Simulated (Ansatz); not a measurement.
Cr (bcc (W type), space group No. 229) at seven volumes, r²SCAN (plane waves, PAW; program Ansatz), scaled uniformly. One row is withheld.

```tsv
V (Å³/atom)	P (GPa)
11.791	?
12.180	7.83
12.568	3.49
12.957	0.00
13.346	-2.86
13.735	-5.34
14.123	-7.68
```

**Question.** Fit the shown pressures and predict the withheld one.

**Answer.** P = (3/2)B₀(x^(7/2) − x^(5/2))[1 + (3/4)(B′ − 4)(x − 1)] with x = (V₀/V)^(2/3). Least squares on the six rows gives V₀ = 12.964 Å³/atom, B₀ = 108 GPa, B′ = 4.62. At V = 11.791, x = 1.0653 and P = 12.76 GPa. The run itself gave 12.94 GPa.

Space group Im-3m (bcc (W type)). The cell was relaxed with r²SCAN under the symmetry of its start, as lowered by the spin order. The final state is antiferromagnetic, chosen from 4 collinear starts compared on coarse meshes (ties went to the first, and starts can fall back to one state), not a proven ground state. Textbook magnetic order: a spin-density-wave antiferromagnet. Other orbital occupations within this spin state were not tried.

Potentials: the later of the program's two PAW sets.
